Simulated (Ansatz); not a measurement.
Cu2O (anti-CdI2 type, space group No. 164), the program Ansatz at the PBEsol level (PAW), all energies at zero smearing, with the estimated change up to a 700 eV cutoff added, with one set of potentials and settings (totals compare only within such a set). Cell of 3 atoms (1 O, 2 Cu): -13736.527 eV.

```
element                            reference phase  E (eV/atom)
-------  -----------------------------------------  -----------
O        C2/m, 4 atoms in the cell, spin-polarised    -558.3554
Cu                      Fm-3m, 1 atoms in the cell   -6588.7768
```

Formation energy per atom, worked out: (-13736.527 − 1×(-558.3554) − 2×(-6588.7768))/3 = -0.206 eV/atom (-20 kJ per mol of atoms), at 0 K, without zero-point energy or fitted corrections.

Space group P-3m1 (anti-CdI2 type). The cell is a constructed one: a structure type filled with these elements; neither database checked (COD, Materials Project) lists it. It is not the phase usual at ambient conditions (space group No. 224). The cell was relaxed with PBEsol under the symmetry of its start; whether a distortion lowers the energy is not shown. No spin polarisation was allowed. No Hubbard U is applied. The references are the lowest solids computed at this level, not always the standard phases (solids in place of the gases).

Potentials: the later of the program's two PAW sets.
